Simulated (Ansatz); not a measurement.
## Computed properties of ZnGaNO

ZnGaNO:
Space group P3m1 (No. 156); a = b = 3.3518 Å, c = 9.1832 Å, α = β = 90.00°, γ = 120.00°

| atom | site | symmetry | x | y | z |
|---|---|---|---|---|---|
| Ga | 1b | 3m. | 0.3333 | 0.6667 | 0.9701 |
| N | 1b | 3m. | 0.3333 | 0.6667 | 0.1870 |
| Ga | 1c | 3m. | 0.6667 | 0.3333 | 0.2453 |
| N | 1c | 3m. | 0.6667 | 0.3333 | 0.4641 |
| Zn | 1b | 3m. | 0.3333 | 0.6667 | 0.4761 |
| O | 1b | 3m. | 0.3333 | 0.6667 | 0.7515 |
| Zn | 1c | 3m. | 0.6667 | 0.3333 | 0.6960 |
| O | 1c | 3m. | 0.6667 | 0.3333 | 0.9562 |

Space group P3m1 (No. 156); conventional cell a = b = 3.3518 Å, c = 9.1832 Å, α = β = 90.00°, γ = 120.00°.

Method: r²SCAN in the plane-wave PAW code Ansatz. Structure relaxed to zero pressure with the same functional. Other levels are named where they apply.

### Cell and energy

```json
{
 "volume_per_atom": "11.17 Å³",
 "density": "6.14 g/cm³",
 "Formation energy from the elements (no fitted shifts)": "-0.96 eV/atom"
}
```

### Electronic structure

```json
{
 "band_gap": "0.21 eV (smallest direct gap 0.21 eV)",
 "valence_band_maximum": "at A",
 "conduction_band_minimum": "at Γ",
 "electron_effective_mass": "0.079, 0.079, 0.17 mₑ (principal values)",
 "Electron effective mass with spin–orbit coupling": "0.078, 0.078, 0.17 mₑ (principal values)",
 "HSE06 gap on the r²SCAN cell": "1.18 eV",
 "Gap with spin–orbit coupling": "0.18 eV"
}
```

### Mechanics

```json
{
  "Bulk modulus (Birch–Murnaghan fit)": "175 GPa",
  "Pressure derivative B′": "4.8"
}
```

### Charges

```json
{
  "bader_charges": "Ga +1.65 to +1.90, N -1.63 to -1.61, Zn +1.09 to +1.26, O -1.36 to -1.31 e"
}
```

The start of the workflow was typed in or built on a structure type; the Crystallography Open Database copy checked does not list it. Its standing as an ambient phase is unchecked. The cell was relaxed with r²SCAN under the symmetry of its start; whether a distortion lowers the energy is not shown. The references are the lowest solids computed at this level, not always the standard phases (solids in place of the gases). Spin–orbit coupling is left out wherever it is not named.

Potentials: the earlier of the program's two PAW sets.
